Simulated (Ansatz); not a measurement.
One crystal and one scan (energy over volume and axial ratio) at two levels, PBE (plane waves to 420 eV, PAW, scalar-relativistic; Ansatz, a program for electronic structure) and PBEsol (plane waves to 420 eV, PAW, scalar-relativistic; Ansatz), each from its own relaxed cell and on its own mesh. The cell shown is that of PBE.

HfO2 (tetragonal-ZrO2 type, space group P4_2/nmc)

```xyz
6
Lattice="3.6048 0.0000 0.0000 0.0000 3.6048 0.0000 0.0000 0.0000 5.2650" Properties=species:S:1:pos:R:3 pbc="T T T"
Hf     0.0000     0.0000     0.0000
Hf     1.8024     1.8024     2.6325
O      0.0000     1.8024     1.0174
O      0.0000     1.8024     3.6499
O      1.8024     0.0000     1.6151
O      1.8024     0.0000     4.2476
```

Two coordinates are scanned: the volume, and the ratio of the stretch along z (the conventional c axis) to the stretch across it. Atoms keep their fractional coordinates.

E stands for the smeared free energy. HfO2 is run without spin polarisation. HfO2 was relaxed with its symmetry unable to fall. Spin-orbit coupling is left out, though Hf is heavy. The PAW data are Ansatz's earlier set. This is a high-temperature form of HfO2. As the atoms are clamped, bonds stretch with the cell, which overstates energies and stresses. Percentages come from the unrounded values. Both scans cover V/V₀ from 0.920 to 1.080 and (c/a)/(c/a)₀ from 0.880 to 1.120.

Results of PBE:

```
Quantity                                                                                      Value
--------------------------------------------------------------------------------------------  -----
Lattice constant a (Å)                                                                        3.605
Lattice constant c (Å)                                                                        5.265
Relaxed volume (Å³/atom)                                                                      11.40
Band gap of the relaxed cell, no spin-orbit coupling (eV)                                      4.67
Modulus against c/a change at fixed volume, (3/4V)·∂²E/∂(ln c/a)² (fit, atoms clamped) (GPa)    160
```

Q: What does PBEsol give for the same quantities?

A: 
```csv
quantity,PBEsol,PBE − PBEsol
Lattice constant a (Å),3.568,+0.037 (+1.0 %)
Lattice constant c (Å),5.167,+0.098 (+1.9 %)
Relaxed volume (Å³/atom),10.96,+0.44 (+4.0 %)
"Band gap of the relaxed cell, no spin-orbit coupling (eV)",4.57,+0.10 (+2.2 %)
"Modulus against c/a change at fixed volume, (3/4V)·∂²E/∂(ln c/a)² (fit, atoms clamped) (GPa)",179,-19 (-10 %)
```

PBE gives the higher value for: lattice constant a; lattice constant c; relaxed volume; band gap of the relaxed cell, no spin-orbit coupling. PBE gives the lower value for: modulus against c/a change at fixed volume.

(Under strain, the slope of the energy per volume gives the stress and its curvature an elastic modulus.)
